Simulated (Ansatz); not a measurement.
# Cs: trigonal deformation path

Method: Ansatz 0.2.0, DFT LDA, scalar-relativistic, plane waves, PAW. Settings: plane waves to 420 eV, k-mesh 12×12×12 (Γ-centred), Gaussian smearing 0.15 eV. No spin polarisation. Energies are free energies at this smearing, counted from the undisturbed cell; pressure is positive in compression.

The starting cell (as given, not relaxed at this level; it stands at -0.4 GPa; this fcc form isn't the usual structure):

```yaml
crystal:
  lattice:
    - [0.00000, 3.94834, 3.94834]
    - [3.94834, 0.00000, 3.94834]
    - [3.94834, 3.94834, 0.00000]
  atoms:
    - { symbol: Cs, position: [0.00000, 0.00000, 0.00000] }
```

At fixed volume and fractional coordinates, lengths along (0.577, 0.577, 0.577) are scaled against those across it; ρ is that ratio over its starting value. The cell is metallic on the mesh throughout. At ρ = 0.500 the cell becomes cubic (Pm-3m), and there the slope of the energy vanishes by symmetry.

```csv
ρ,ΔE (meV/atom)
0.500,75.9
0.600,64.4
0.710,39.0
1.000,0.0
1.410,63.8
2.000,275.8
```